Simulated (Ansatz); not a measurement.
## SrAg2Sn2: pressure against volume

SrAg2Sn2, I4/mmm, a = 4.652 Å, c = 11.482 Å. The structure is a COD entry; whether it is the stable form wasn't checked. Ansatz: PBEsol, PAW, 420 eV, Γ-centred 12×12×12 mesh on 5 atoms, Gaussian smearing 0.10 eV; no spin polarisation. Shape and atoms are relaxed at each volume; pressure is positive in compression.

```
V (Å³/atom) P (GPa)
     21.865        ?
     22.610     7.02
     23.356     4.26
     24.101     1.95
     24.846     0.00
     25.592    -1.63
     26.337    -3.00
     27.331    -4.48
```

Task: Take V0 = 24.846 Å³/atom, fit the third-order Birch–Murnaghan form to the other rows, and predict the missing pressure.

Result: With the Eulerian strain f = ½[(V0/V)^(2/3) − 1] and y = P/[3f(1 + 2f)^(5/2)], the form is the line y = B0 + 1.5 B0 (B0′ − 4) f. Rows (f, y): 0.03244, 61.6; 0.02105, 60.9; 0.01025, 60.3; -0.00976, 58.5; -0.01905, 57.8; -0.03079, 56.9. Means f = 0.0006900, y = 59.333; Σ(Δf)² = 0.003004, ΣΔfΔy = 0.2287; the slope is their ratio. y = 59.28 + 76.13 f GPa, so B0 = 59.3 GPa and B0′ = 4 + 2 × (76.13)/(3 × 59.28) = 4.86. At V = 21.865, f = 0.04447, y = 62.67 and P = 10.34 GPa. The run gave 10.29 GPa, so the fit is 0.05 GPa too high, a small miss on the scale of the series.